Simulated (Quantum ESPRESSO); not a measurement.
## Ga2GePNO2 (finding a planted mistake in a log)

Computed values, not a measurement. The program is pw.x of Quantum ESPRESSO 7.5 (plane-wave density functional theory). The cell is made up: 7 atoms on a wurtzite lattice with one site empty, with randomly drawn elements, strain and displacements, not relaxed. PseudoDojo standard norm-conserving files (v0.5 for PBE, v0.4.1 for LDA and PBEsol) set the functional; there is no spin polarisation, spin-orbit coupling or dispersion term, and the masses in the input are unused placeholders.

Intended input:

```
&control calculation='scf', pseudo_dir='./dojo.nc.sr.pbe.v0_5.standard.upf', outdir='./o', disk_io='medium', tprnfor=.true., tstress=.true. /
&system ibrav=0, nat=7, ntyp=5, nbnd=37, ecutwfc=84.00895049, nosym=.true., tot_charge=0,
 occupations='smearing', smearing='fd', degauss=0.0018374661
/
&electrons conv_thr=7.350e-09, electron_maxstep=60, /
ATOMIC_SPECIES
Ga 1.0 Ga.upf
Ge 1.0 Ge.upf
N 1.0 N.upf
O 1.0 O.upf
P 1.0 P.upf
CELL_PARAMETERS angstrom
3.3378 0.0 0.0
0.0 5.7812 0.0
0.0 0.0 5.4506
ATOMIC_POSITIONS angstrom
Ga -0.227 0.0187 0.0718
Ga 1.684 1.0456 2.7815
Ge -0.118 3.6213 2.7691
P -0.0375 -0.1565 1.9168
N 1.7565 2.9068 2.1822
O 1.8255 0.9782 4.6491
O -0.1993 3.711 4.7579
K_POINTS automatic
5 4 4 1 1 1
```

The log is shortened where brackets say so; the opening notice, blank lines, dates and the lines on written files are dropped, and the path of the files is cut. It prints rydbergs, bohrs and kilobars, and counts compression as positive stress. Where no state is partly filled, the Fermi energy that it prints is only some level between the filled and the empty states on the mesh, and need not lie in the true gap.

Log of the intended run:

```
     Program PWSCF v.7.5
     Parallel version (MPI & OpenMP), running on       1 processor cores
     Number of MPI processes:                 1
     Threads/MPI process:                     1
     [start-up lines left out]
     bravais-lattice index     =            0
     lattice parameter (alat)  =       6.3075  a.u.
     unit-cell volume          =     709.7726 (a.u.)^3
     number of atoms/cell      =            7
     number of atomic types    =            5
     number of electrons       =        62.00
     number of Kohn-Sham states=           37
     kinetic-energy cutoff     =      84.0090  Ry
     charge density cutoff     =     336.0358  Ry
     scf convergence threshold =      7.3E-09
     mixing beta               =       0.7000
     number of iterations used =            8  plain     mixing
     Exchange-correlation= PBE
                           (   1   4   3   4   0   0   0)
     [axes and pseudopotential details left out]
   Cartesian axes
     site n.     atom                  positions (alat units)
         1        Ga     tau(   1) = (  -0.0680089   0.0056025   0.0215112  )
         2        Ga     tau(   2) = (   0.5045239   0.3132602   0.8333333  )
         3        Ge     tau(   3) = (  -0.0353526   1.0849362   0.8296183  )
         4        P      tau(   4) = (  -0.0112349  -0.0468872   0.5742705  )
         5        N      tau(   5) = (   0.5262448   0.8708730   0.6537839  )
         6        O      tau(   6) = (   0.5469171   0.2930673   1.3928636  )
         7        O      tau(   7) = (  -0.0597100   1.1118102   1.4254599  )
     number of k points=    40  Fermi-Dirac smearing, width (Ry)=  0.0018
                       cart. coord. in units 2pi/alat
        k(    1) = (   0.1000000   0.0721693   0.0765466), wk =   0.0500000
        k(    2) = (   0.1000000   0.0721693   0.2296399), wk =   0.0500000
     [further k points left out]
     Dense  grid:    73847 G-vectors     FFT dimensions: (  40,  64,  64)
     Estimated max dynamical RAM per process >      99.62 MB
     Initial potential from superposition of free atoms
     starting charge      61.9937, renormalised to      62.0000
     Starting wfcs are   43 randomized atomic wfcs
     total cpu time spent up to now is       12.9 secs
     per-process dynamical memory:    74.6 Mb
     Self-consistent Calculation
     iteration #  1     ecut=    84.01 Ry     beta= 0.70
     Davidson diagonalization with overlap
     ethr =  1.00E-02,  avg # of iterations =  3.6
     total cpu time spent up to now is       50.4 secs
     total energy              =    -584.11379550 Ry
     estimated scf accuracy    <       1.79489889 Ry
     iteration #  2     ecut=    84.01 Ry     beta= 0.70
     Davidson diagonalization with overlap
     ethr =  2.89E-03,  avg # of iterations =  4.4
     total cpu time spent up to now is       87.3 secs
     total energy              =    -583.10096372 Ry
     estimated scf accuracy    <      10.08616168 Ry
     [iterations 3 to 10 left out]
     iteration # 11     ecut=    84.01 Ry     beta= 0.70
     Davidson diagonalization with overlap
     ethr =  3.36E-09,  avg # of iterations =  2.1
     total cpu time spent up to now is      306.2 secs
     total energy              =    -585.03046783 Ry
     estimated scf accuracy    <       0.00000013 Ry
     iteration # 12     ecut=    84.01 Ry     beta= 0.70
     Davidson diagonalization with overlap
     ethr =  2.15E-10,  avg # of iterations =  3.4
     total cpu time spent up to now is      333.0 secs
     End of self-consistent calculation
     [lines on levels left out]
     the Fermi energy is     8.2342 ev
!    total energy              =    -585.03046786 Ry
     estimated scf accuracy    <          7.0E-09 Ry
     smearing contrib. (-TS)   =      -0.00000000 Ry
     internal energy E=F+TS    =    -585.03046786 Ry
     The total energy is F=E-TS. E is the sum of the following terms:
     one-electron contribution =    -281.78226605 Ry
     hartree contribution      =     186.77477593 Ry
     xc contribution           =    -154.50339417 Ry
     ewald contribution        =    -335.51958357 Ry
     convergence has been achieved in  12 iterations
     Forces acting on atoms (cartesian axes, Ry/au):
     atom    1 type  1   force =    -0.01418025   -0.04419128   -0.45291682
     atom    2 type  1   force =    -0.01832092    0.06961768    0.03190046
     atom    3 type  2   force =     0.11761171   -0.01631468    0.17513368
     atom    4 type  5   force =     0.07596279    0.00883179    0.33510725
     atom    5 type  3   force =    -0.14023824   -0.08342636   -0.01384792
     atom    6 type  4   force =    -0.03624682   -0.03411076    0.01308702
     atom    7 type  4   force =     0.01541173    0.09959361   -0.08846367
     Total force =     0.651040     Total SCF correction =     0.000353
     Computing stress (Cartesian axis) and pressure
          total   stress  (Ry/bohr**3)                   (kbar)     P=      116.64
   0.00052060   0.00007336   0.00042637           76.58       10.79       62.72
   0.00007336   0.00025273  -0.00028210           10.79       37.18      -41.50
   0.00042637  -0.00028210   0.00160543           62.72      -41.50      236.17
     init_run     :     12.56s CPU     12.75s WALL (       1 calls)
     electrons    :    310.10s CPU    320.06s WALL (       1 calls)
     forces       :      3.97s CPU      4.01s WALL (       1 calls)
     stress       :     15.21s CPU     15.28s WALL (       1 calls)
     [timing details left out]
     PWSCF        :   5m42.10s CPU   5m52.55s WALL
     JOB DONE.
```

A second run was made from an input with one planted mistake. Its log:

```
     Program PWSCF v.7.5
     Parallel version (MPI & OpenMP), running on       1 processor cores
     Number of MPI processes:                 1
     Threads/MPI process:                     1
     [start-up lines left out]
     bravais-lattice index     =            0
     lattice parameter (alat)  =       6.3075  a.u.
     unit-cell volume          =     709.7726 (a.u.)^3
     number of atoms/cell      =            7
     number of atomic types    =            5
     number of electrons       =        62.00
     number of Kohn-Sham states=           37
     kinetic-energy cutoff     =      84.0090  Ry
     charge density cutoff     =     336.0358  Ry
     scf convergence threshold =      7.3E-09
     mixing beta               =       0.7000
     number of iterations used =            8  plain     mixing
     Exchange-correlation= PBE
                           (   1   4   3   4   0   0   0)
     [axes and pseudopotential details left out]
   Cartesian axes
     site n.     atom                  positions (alat units)
         1        Ga     tau(   1) = (  -0.0680089   0.0056025   0.0215112  )
         2        Ga     tau(   2) = (   0.5045239   0.3132602   0.8333333  )
         3        Ge     tau(   3) = (  -0.0353526   1.0849362   0.8296183  )
         4        P      tau(   4) = (  -0.0112349  -0.0468872   0.5742705  )
         5        N      tau(   5) = (   0.5262448   0.8708730   0.6537839  )
         6        O      tau(   6) = (   0.5469171   0.2930673   1.3928636  )
         7        O      tau(   7) = (  -0.0597100   1.1118102   1.4254599  )
     number of k points=     4  Fermi-Dirac smearing, width (Ry)=  0.0018
                       cart. coord. in units 2pi/alat
        k(    1) = (   0.2500000   0.1443385   0.1530932), wk =   0.5000000
        k(    2) = (   0.2500000   0.1443385  -0.1530932), wk =   0.5000000
     [further k points left out]
     Dense  grid:    73847 G-vectors     FFT dimensions: (  40,  64,  64)
     Estimated max dynamical RAM per process >      99.62 MB
     Initial potential from superposition of free atoms
     starting charge      61.9937, renormalised to      62.0000
     Starting wfcs are   43 randomized atomic wfcs
     total cpu time spent up to now is        2.8 secs
     per-process dynamical memory:    55.3 Mb
     Self-consistent Calculation
     iteration #  1     ecut=    84.01 Ry     beta= 0.70
     Davidson diagonalization with overlap
     ethr =  1.00E-02,  avg # of iterations =  3.8
     total cpu time spent up to now is        5.0 secs
     total energy              =    -584.18309600 Ry
     estimated scf accuracy    <       1.76294988 Ry
     iteration #  2     ecut=    84.01 Ry     beta= 0.70
     Davidson diagonalization with overlap
     ethr =  2.84E-03,  avg # of iterations =  5.0
     total cpu time spent up to now is        7.2 secs
     total energy              =    -583.12308206 Ry
     estimated scf accuracy    <      10.05787932 Ry
     [iterations 3 to 11 left out]
     iteration # 12     ecut=    84.01 Ry     beta= 0.70
     Davidson diagonalization with overlap
     ethr =  3.26E-10,  avg # of iterations =  2.2
     total cpu time spent up to now is       29.9 secs
     total energy              =    -585.08512438 Ry
     estimated scf accuracy    <       0.00000001 Ry
     iteration # 13     ecut=    84.01 Ry     beta= 0.70
     Davidson diagonalization with overlap
     ethr =  1.62E-11,  avg # of iterations =  3.8
     total cpu time spent up to now is       32.6 secs
     End of self-consistent calculation
     [lines on levels left out]
     the Fermi energy is     8.0783 ev
!    total energy              =    -585.08512438 Ry
     estimated scf accuracy    <          1.6E-09 Ry
     smearing contrib. (-TS)   =      -0.00000000 Ry
     internal energy E=F+TS    =    -585.08512438 Ry
     The total energy is F=E-TS. E is the sum of the following terms:
     one-electron contribution =    -281.77343492 Ry
     hartree contribution      =     186.69698326 Ry
     xc contribution           =    -154.48908915 Ry
     ewald contribution        =    -335.51958357 Ry
     convergence has been achieved in  13 iterations
     Forces acting on atoms (cartesian axes, Ry/au):
     atom    1 type  1   force =    -0.01382647   -0.04496715   -0.45832174
     atom    2 type  1   force =    -0.01660421    0.06826646    0.02962843
     atom    3 type  2   force =     0.11366408   -0.01531277    0.17941033
     atom    4 type  5   force =     0.07753965    0.01401596    0.33685580
     atom    5 type  3   force =    -0.13854006   -0.09273315   -0.01417156
     atom    6 type  4   force =    -0.03881018   -0.03414552    0.01485446
     atom    7 type  4   force =     0.01657720    0.10487616   -0.08825572
     Total force =     0.658071     Total SCF correction =     0.000246
     Computing stress (Cartesian axis) and pressure
          total   stress  (Ry/bohr**3)                   (kbar)     P=      105.43
   0.00014952   0.00005922   0.00043597           22.00        8.71       64.13
   0.00005922   0.00035363  -0.00028308            8.71       52.02      -41.64
   0.00043597  -0.00028308   0.00164692           64.13      -41.64      242.27
     init_run     :      2.52s CPU      2.60s WALL (       1 calls)
     electrons    :     29.29s CPU     29.82s WALL (       1 calls)
     forces       :      0.53s CPU      0.53s WALL (       1 calls)
     stress       :      1.77s CPU      1.81s WALL (       1 calls)
     [timing details left out]
     PWSCF        :     34.32s CPU     35.03s WALL
     JOB DONE.
```

Question: what was wrong in the second input?

Answer: the k-point mesh is too coarse. The input lines that differ, file-writing options aside:

```
- 5 4 4 1 1 1
+ 2 2 2 1 1 1
```

|  | intended run | run with the mistake |
| --- | --- | --- |
| free energy (eV) | -7959.745 | -7960.489 |
| smearing term -TS (eV) | 0.0000 | 0.0000 |
| pressure (GPa) | 11.66 | 10.54 |
| largest force component (eV/Å) | 11.645 | 11.784 |
| largest change of a force component (eV/Å) |  | 0.239 |
| iterations | 12 | 13 |

For scale, a rerun of the intended cell at 1437 eV and a 7 x 6 x 6 mesh moved values by no more than 0.012 eV in energy, 0.21 GPa in stress and 0.012 eV/Å in force.